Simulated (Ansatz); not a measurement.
An Ansatz (an electronic-structure program) run. Input:

Ansatz 0.2 input:
```yaml
crystal:
  lattice:
    - [4.5616542455, 0.0, 0.0]
    - [-2.2808271227, 3.9505084598, 0.0]
    - [0.0, 0.0, 10.350298115]
  atoms:
    - { symbol: Na, position: [0.0, 0.0, 0.0] }
    - { symbol: Na, position: [0.0, 0.0, 0.5] }
    - { symbol: Na, position: [0.3333333333, 0.6666666667, 0.25] }
    - { symbol: Na, position: [0.6666666667, 0.3333333333, 0.75] }
    - { symbol: Se, position: [0.3333333333, 0.6666666667, 0.6319636979] }
    - { symbol: Se, position: [0.6666666667, 0.3333333333, 0.3680363021] }
    - { symbol: Se, position: [0.6666666667, 0.3333333333, 0.1319636979] }
    - { symbol: Se, position: [0.3333333333, 0.6666666667, 0.8680363021] }
kpoints:
  mp_grid: { grid: [7, 7, 3] }
hamiltonian:
  xc: lda
  pseudopotentials: { kind: paw }
scf:
  occupations: { method: fixed }
phonons:
  method: dfpt
  response_accuracy: low
  eigenvectors: true
  rigid_motions: translations
  dielectric: true
```

Output (shortened):

```
Pseudopotential: Na, paw, valence charge 9
Pseudopotential: Se, paw, valence charge 16
Functional definition: SPW92
Crystal: 8 atoms, lattice volume = 186.521 Å³
Basis set: ecut = 420 eV, 3641 PW (Γ), exchange–correlation on 64×64×144 points (8 copies of the dense FFT grid, shifted against one another)
Bands: 60, of which v1, the nominal top of the filled ones, is band 50 counted from 1 (49 counted from 0)
Symmetry: 24 space group operations
k-points: 44 of 147 (irreducible under 2 space group operations, time reversal used)
SCF iter   1: F=—  HF=-27406.032820 eV  |F-HF|=—  |Δ(HF+E_count)|=         —  Δρ=6.59e-3  dr2=3.47e-2  ethr=1.77e-3  ⟨swp⟩=4.0  Hψ=8491  notcnv=0  defer=350
preconditioner: auto → Resta (q_TF=auto, 2.459 Å⁻¹)
SCF iter   2: F=—  HF=-27406.010034 eV  |F-HF|=—  |Δ(HF+E_count)|=   2.28e-2  Δρ=2.30e-3  dr2=4.71e-3  ethr=3.47e-5  ⟨swp⟩=2.0  Hψ=5324  notcnv=0  defer=352
SCF iter   3: F=—  HF=-27406.008919 eV  |F-HF|=—  |Δ(HF+E_count)|=   1.11e-3  Δρ=7.05e-4  dr2=6.19e-4  ethr=4.71e-6  ⟨swp⟩=2.0  Hψ=4670  notcnv=0  defer=351
SCF iter   4: F=—  HF=-27406.008868 eV  |F-HF|=—  |Δ(HF+E_count)|=   5.15e-5  Δρ=5.99e-5  dr2=7.65e-6  ethr=6.19e-7  ⟨swp⟩=2.0  Hψ=2479  notcnv=0  defer=265
SCF iter   5: F=—  HF=-27406.008982 eV  |F-HF|=—  |Δ(HF+E_count)|=   1.14e-4  Δρ=2.23e-5  dr2=1.02e-6  ethr=7.65e-9  ⟨swp⟩=2.0  Hψ=4406  notcnv=0  defer=258
SCF iter   6: F=—  HF=-27406.008982 eV  |F-HF|=—  |Δ(HF+E_count)|=   1.85e-7  Δρ=8.27e-6  dr2=1.12e-7  ethr=1.02e-9  ⟨swp⟩=2.0  Hψ=4406  notcnv=0  defer=258
SCF iter   7: F=—  HF=-27406.008982 eV  |F-HF|=—  |Δ(HF+E_count)|=   9.11e-9  Δρ=1.77e-6  dr2=6.37e-9  ethr=1.12e-10  ⟨swp⟩=2.0  Hψ=4406  notcnv=0  defer=258
SCF iter   8: F=—  HF=-27406.008982 eV  |F-HF|=—  |Δ(HF+E_count)|=   2.64e-9  Δρ=3.94e-7  dr2=2.54e-10  ethr=6.37e-12  ⟨swp⟩=2.0  Hψ=3202  notcnv=0  defer=258
SCF iter   9: F=-27406.008982 eV  HF=-27406.008982 eV  |F-HF|=1.82e-11  |Δ(HF+E_count)|=  1.13e-10  Δρ=1.47e-7  dr2=2.08e-11  ethr=1.00e-12  ⟨swp⟩=12.0  Hψ=15795  notcnv=0
SCF 1 converged in 9 iterations: F = -27406.008982 eV  dr2 = 2.08e-11
NSCF: frozen V_eff on 7 k-points
DFPT response loops at Γ: preconditioner auto → Resta (q_TF=auto, 2.459 Å⁻¹)  ε∞=13.0 (no band partly filled) …
── the response to a field inside a basis, on 18×18×6 k-points: an SCF that follows is theirs, and a resumed run solves both again ──
Crystal: 8 atoms, lattice volume = 186.521 Å³
Bands: 51, of which v1, the nominal top of the filled ones, is band 50 counted from 1 (49 counted from 0)
k-points: 270
SCF iter   1: F=—  HF=-27405.871474 eV  |F-HF|=—  |Δ(HF+E_count)|=         —  Δρ=2.45e-4  dr2=5.75e-5  ethr=1.00e-1
preconditioner: auto → Resta (q_TF=auto, 2.459 Å⁻¹)
SCF iter   2: F=—  HF=-27405.871481 eV  |F-HF|=—  |Δ(HF+E_count)|=   6.84e-6  Δρ=1.39e-4  dr2=2.23e-5  ethr=5.75e-8
SCF iter   3: F=—  HF=-27405.871484 eV  |F-HF|=—  |Δ(HF+E_count)|=   3.26e-6  Δρ=1.88e-5  dr2=5.84e-7  ethr=2.23e-8
SCF iter   4: F=—  HF=-27405.871484 eV  |F-HF|=—  |Δ(HF+E_count)|=   8.99e-9  Δρ=7.61e-6  dr2=1.17e-7  ethr=5.84e-10
SCF iter   5: F=-27405.871484 eV  HF=-27405.871484 eV  |F-HF|=3.66e-9  |Δ(HF+E_count)|=   3.75e-8  Δρ=1.63e-6  dr2=6.69e-9  ethr=1.17e-10
SCF 1 converged in 5 iterations: F = -27405.871484 eV  dr2 = 6.69e-9
DFPT response loops at Γ: preconditioner auto → Resta (q_TF=auto, 2.459 Å⁻¹)  ε∞=12.3 (no band partly filled) …
WARN: field response: inside a basis, on 18×18×6 points, no mesh in reach settles it …
WARN: field response: ε∞ stands inside a basis, on 18×18×6 points …
SCF converged after 9 iterations
Free energy (F): -27406.008982 eV
Harris-Foulkes:  -27406.008982 eV  (|F-HF|=1.82e-11)
Internal energy: -27406.008982 eV  (E = F + TS)
E sigma→0 (E₀):  -27406.008982 eV
Fermi energy:    5.336636 eV
--- Per-component energies (eV) ---
  E_band       = -2467.743033
  E_kinetic    = 964.031217
  E_local      = -15314.016097  (includes V_loc(G=0)·N_el)
  E_nonlocal   = -1889.632235
  E_hartree    = 6837.418093
  E_xc         = -569.601496
  E_vxc        = -595.977178  (∫ρ·V_xc dr)
  E_paw        = -8286.250371  (= ΣΔE_a)
  E_vpaw       = 693.017594  (= ΣTr[D̂ρ^β])
  E_aug_tail   = -0.002423  (compensation charges beyond the density's cutoff)
  E_ewald      = -9157.388679
  E_core_change = 9.433009  (= ΣΔE_core)
  E_smearing   =  0.000000  (= −TS)
  E_closure    =  0.000000  (closes the sum)
  Σ components = -27406.008982   (vs F -27406.008982, Δ=0.00e0)
  [band-id]    e_kinetic+e_local+e_nonlocal+2·e_hartree+e_vxc+e_vpaw+e_augmentation_tail = -2467.742937   (vs E_band -2467.743033, Δ=9.57e-5)
--- Band table (eV; the first three rows and the last of 44) ---
  k-point 0: bands = ["-45.5330", "-45.5330", "-45.3707", "-45.3707", "-42.1139", "-42.1138", "-42.0525", "-42.0524", "-42.0146", "-42.0146", "-42.0143", "-42.0143", "-41.9964", "-41.9964", "-41.9962", "-41.9962", "-41.7826", "-41.7826", "-41.7826", …
  k-point 1: bands = ["-45.5330", "-45.5330", "-45.3707", "-45.3707", "-42.1139", "-42.1138", "-42.0525", "-42.0524", "-42.0145", "-42.0145", "-42.0144", "-42.0144", "-41.9964", "-41.9964", "-41.9962", "-41.9962", "-41.7826", "-41.7826", "-41.7826", …
  k-point 2: bands = ["-45.5330", "-45.5330", "-45.3707", "-45.3707", "-42.1139", "-42.1138", "-42.0525", "-42.0524", "-42.0146", "-42.0146", "-42.0143", "-42.0143", "-41.9964", "-41.9964", "-41.9962", "-41.9962", "-41.7826", "-41.7826", "-41.7826", …
  k-point 43: bands = ["-45.5330", "-45.5330", "-45.3707", "-45.3707", "-42.1138", "-42.1138", "-42.0524", "-42.0524", "-42.0146", "-42.0145", "-42.0144", "-42.0144", "-41.9964", "-41.9963", "-41.9963", "-41.9962", "-41.7826", "-41.7825", "-41.7825", …
--- Phonons (Γ-DFPT): 6 representative perturbations + reference, on 44 of 147 k-points (Σ response iterations 18) ---
  ASR residual: 2.735e-4 → 0.000e0 eV/Å²; symmetrization residual: 1.380e-4 eV/Å²
  ASR residual per site (eV/Å²): 2.12e-4 2.12e-4 2.74e-4 2.74e-4 8.39e-5 8.39e-5 8.39e-5 8.39e-5
  Γ frequencies (cm⁻¹): 0.00 0.00 0.00 43.12 43.12 50.45 50.45 75.25 75.25 82.08 113.85 144.45 159.46 168.13 168.40 168.40 172.60 172.60 188.85 188.85 189.18 189.18 237.18 244.04
  ε∞ (high-frequency dielectric tensor):
        6.415000     0.000000     0.000000
        0.000000     6.415000     0.000000
        0.000000     0.000000     9.432589
  ε⁰ (static dielectric tensor: ions relaxed, cell fixed):
        8.677536     0.000000     0.000000
        0.000000     8.677536     0.000000
        0.000000     0.000000    13.978112
  ε⁰ − ε∞ (ionic part):
        2.262536     0.000000     0.000000
        0.000000     2.262536     0.000000
        0.000000     0.000000     4.545523
  softest optical mode at Γ: 43.12 cm⁻¹; the repairs (sum rule, projections) moved no ω² at Γ by more than (6.51 cm⁻¹)²
  Born effective charges Z* (e; rows j = field, columns β = displacement):
    site 0:
         1.21565    0.00000    0.00000
         0.00000    1.21565    0.00000
         0.00000    0.00000    1.09253
    site 1:
         1.21565    0.00000    0.00000
         0.00000    1.21565    0.00000
         0.00000    0.00000    1.09253
    site 2:
         0.98809    0.00000    0.00000
         0.00000    0.98809    0.00000
         0.00000    0.00000    0.90664
    site 3:
         0.98809    0.00000    0.00000
         0.00000    0.98809    0.00000
         0.00000    0.00000    0.90664
    site 4:
        -1.10187    0.00000    0.00000
         0.00000   -1.10187    0.00000
         0.00000    0.00000   -0.99959
    site 5:
        -1.10187    0.00000    0.00000
         0.00000   -1.10187    0.00000
         0.00000    0.00000   -0.99959
    site 6:
        -1.10187    0.00000    0.00000
         0.00000   -1.10187    0.00000
         0.00000    0.00000   -0.99959
    site 7:
        -1.10187    0.00000    0.00000
         0.00000   -1.10187    0.00000
         0.00000    0.00000   -0.99959
  Z* charge neutrality: 2.704e-2 e pre-enforcement
  solved inside a basis spanned on kpoints, on 18×18×6 k-points transformed towards the longest dipole, which do not settle them …
  optical modes at Γ without the LO–TO term, one row a degenerate level:
      ω (cm⁻¹)  modes    IR ((D/Å)²/amu)
         43.12      2             0.0000
         50.45      2             0.0000
         75.25      2             0.0000
         82.08      1             0.0000
        113.85      1             5.1014
        144.45      1             0.0000
        159.46      1             0.0000
        168.13      1             0.1116
        168.40      2             5.5313
        172.60      2             0.0000
        188.85      2             7.1573
        189.18      2             0.0000
        237.18      1             0.0000
        244.04      1             0.0000
  optical modes at Γ + LO–TO along q̂ = [1.0000, 0.0000, 0.0000]:
      ω (cm⁻¹)  modes    IR ((D/Å)²/amu)
         43.12      2             0.0000
         50.45      2             0.0000
         75.25      2             0.0000
         82.08      1             0.0000
        113.85      1             5.1014
        144.45      1             0.0000
        159.46      1             0.0000
        168.13      1             0.1116
        168.40      1             2.7657
        172.60      2             0.0000
        174.79      1             0.4423
        188.85      1             3.5787
        189.18      2             0.0000
        211.62      1             5.9021
        237.18      1             0.0000
        244.04      1             0.0000
  optical modes at Γ + LO–TO along q̂ = [0.0000, 1.0000, 0.0000]:
      ω (cm⁻¹)  modes    IR ((D/Å)²/amu)
         43.12      2             0.0000
         50.45      2             0.0000
         75.25      2             0.0000
         82.08      1             0.0000
        113.85      1             5.1014
        144.45      1             0.0000
        159.46      1             0.0000
        168.13      1             0.1116
        168.40      1             2.7657
        172.60      2             0.0000
        174.79      1             0.4423
        188.85      1             3.5787
        189.18      2             0.0000
        211.62      1             5.9021
        237.18      1             0.0000
        244.04      1             0.0000
  optical modes at Γ + LO–TO along q̂ = [0.0000, 0.0000, 1.0000]:
      ω (cm⁻¹)  modes    IR ((D/Å)²/amu)
         43.12      2             0.0000
         50.45      2             0.0000
         75.25      2             0.0000
         82.08      1             0.0000
        138.05      1             4.9077
        144.45      1             0.0000
        159.46      1             0.0000
        168.40      2             5.5313
        168.79      1             0.3054
        172.60      2             0.0000
        188.85      2             7.1573
        189.18      2             0.0000
        237.18      1             0.0000
        244.04      1             0.0000
```

Cost: roughly 22 core-minutes on shared cores.

Space group P6_3/mmc. The workflow started from a Materials Project entry (that database holds measured and hypothetical structures alike); the Crystallography Open Database copy checked does not list it. Whether it is the stable phase at ambient conditions was not checked. The cell was relaxed with LDA under the symmetry of its start; phonons on a q-mesh show no instability. Scalar-relativistic: spin–orbit coupling is off unless named, which matters more the heavier the elements.

Potentials: the later of the program's two PAW sets.

Ansatz is a plane-wave DFT program.
